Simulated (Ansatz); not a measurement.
Relaxed ZrB₂ (AlB2 type, space group P6/mmm):

```yaml
crystal:
  lattice:
    - [6.34286, 0.00000, 0.00000]
    - [-1.58571, 2.74654, 0.00000]
    - [0.00000, 0.00000, 3.54132]
  atoms:
    - { symbol: Zr, position: [0.00000, 0.00000, 0.00000] }
    - { symbol: Zr, position: [0.50000, 0.00000, 0.00000] }
    - { symbol: B, position: [0.16667, 0.66667, 0.50000] }
    - { symbol: B, position: [0.66667, 0.66667, 0.50000] }
    - { symbol: B, position: [0.33333, 0.33333, 0.50000] }
    - { symbol: B, position: [0.83333, 0.33333, 0.50000] }
```

The atoms are displaced by Q × the pattern below (from a DFPT mode at M = (0.5, 0.0, 0.0), largest move 1; Q in Å), at fixed cell. (q is in reciprocal vectors of the primitive cell; the cell shown is doubled to hold the pattern.)

| atom | x | y | z |
|---|---|---|---|
| B3 | 0.866 | 0.500 | 0.000 |
| B4 | -0.866 | -0.500 | 0.000 |
| B5 | 0.866 | 0.500 | 0.000 |
| B6 | -0.866 | -0.500 | 0.000 |

Atoms not listed stay in place.

Level of theory: PBE (plane waves to 420 eV, PAW, scalar-relativistic; Ansatz, a first-principles code). k mesh 17×17×13 (Γ-centred), Fermi-Dirac smearing 0.05 eV. Energies are smeared free energies. With partly filled bands, energies and forces of such displacements shift with the k mesh and the smearing. ZrB2 is run without spin polarisation. ZrB2 was relaxed with its symmetry unable to fall. ΔE is measured from the undisplaced structure.

The scan covers Q from -0.280 to 0.280 Å in 13 points.

Task: Is this a single well or a double well?

Result: A single well with its minimum at or next to zero displacement.

Task: Which space group does the distorted structure have?

Result: Pmmm (No. 47), lowered from P6/mmm.

Task: What is the energy change at Q = 0.280 Å?

Result: 4504 meV/cell.

Task: What harmonic wavenumber does the curvature at Q = 0 give?

Result: 692 cm⁻¹.

(For displaced atoms, the force is minus the slope of the energy, and its curvature is a force constant, which sets phonon frequencies.)
